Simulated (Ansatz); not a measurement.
**CaYbSe3: reading a single point**

```
CELL_PARAMETERS angstrom
4.00132 0.00000 0.00000
2.00066 -6.44983 0.00000
0.00000 0.00000 -9.78460
ATOMIC_POSITIONS crystal
Ca 0.74759 0.50482 0.75000
Ca 0.25241 0.49518 0.25000
Se 0.08310 0.83380 0.75000
Se 0.91690 0.16620 0.25000
Yb 0.00000 0.00000 0.00000
Yb 0.00000 0.00000 0.50000
Se 0.35719 0.28562 0.93930
Se 0.64281 0.71438 0.43930
Se 0.64281 0.71438 0.06070
Se 0.35719 0.28562 0.56070
```

Single point in Ansatz 0.2.0 with r2SCAN, no spin polarisation. Cutoff 500 eV, PAW datasets, 5×5×2 Γ-centred k mesh, fermi-dirac filling (width 0.1 eV).

What do density and ELF say about some of the short contacts?

Se–Yb at 2.67 Å: least valence density 0.36 e/Å³ and ELF 0.24 there. Ca–Se at 2.92 Å: least valence density 0.17 e/Å³ and ELF 0.12 there. Both are smooth PAW fields, read partly inside the augmentation spheres.

Where is the largest force?

The largest is on Se7 (and as large on other atoms): 0.39 eV/Å, components (0.00, -0.21, 0.33). It makes 122° with the line to a nearest neighbour, Yb5 at 2.78 Å.

Is the cell too large or too small?

The pressure is 2.3 GPa (compression positive), so with the atoms held at these fractions the cell would first expand. The principal stresses 1.5, 2.3, 3.1 GPa differ, so its shape would change too.

Give the Bader charges.

Bader charges in e: Ca +1.51, Yb +1.67, Se -1.06. In the mean Yb gives up most and Se takes most.

What happens at the Fermi level?

It is a metal, with about 12 states/eV a cell as the mean within 0.25 eV of the Fermi level, mostly Se p (60 %) and Yb f (35 %).

Origin: a known structure type with other elements, at an estimated volume, so it need not be a known compound. Caveats: no spin polarisation, so a magnetic state may lie lower; the k mesh is coarse if the cell is a metal; f levels without a U or exact exchange are poorly placed.
